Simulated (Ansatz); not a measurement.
TaGa3:
```yaml
crystal:
  lattice:
    - [4.03657, 0.00000, 0.00000]
    - [0.00000, 4.03657, 0.00000]
    - [0.00000, 0.00000, 4.03657]
  atoms:
    - { symbol: Ga, position: [0.00000, 0.50000, 0.50000] }
    - { symbol: Ga, position: [0.50000, 0.50000, 0.00000] }
    - { symbol: Ga, position: [0.50000, 0.00000, 0.50000] }
    - { symbol: Ta, position: [0.00000, 0.00000, 0.00000] }
```

Relaxed with PBE. Special points in fractions of this cell's reciprocal vectors: Γ (0.000, 0.000, 0.000); X (0.000, 0.500, 0.000); M (0.500, 0.500, 0.000); R (0.500, 0.500, 0.500).

### Question
List the band energies nearest the Fermi level at these points for PBE with spin–orbit coupling (plane waves, PAW; program Ansatz).

### Answer
In eV from the Fermi level; about four levels below and three above (degenerate sets whole), none deeper than 8.9 eV; points with the same levels are listed once.

```json
[
 {"k": "Γ", "below": "-0.02 -0.02 -0.02 -0.02", "above": "0.33 0.33 1.64 1.64"},
 {"k": "X", "below": "-2.98 -2.98 -1.53 -1.53", "above": "0.22 0.22 0.25 0.25"},
 {"k": "M", "below": "-2.20 -2.20 -2.08 -2.08", "above": "0.46 0.46 0.55 0.55"},
 {"k": "R", "below": "-3.60 -3.60 -3.60 -3.60 -0.12 -0.12", "above": "1.13 1.13 1.13 1.13"}
]
```

Space group Pm-3m (Cu3Au type). A made-up cell: these elements were put on the sites of a structure type; neither database checked (COD, Materials Project) lists it. COD files the formula under space group No. 139, so this cell is another polymorph or a model. Its standing as an ambient phase is unchecked. Symmetry was held in the PBE relaxation; its stability against distortions is not shown here. No spin polarisation was allowed.

Potentials: the earlier of the program's two PAW sets.
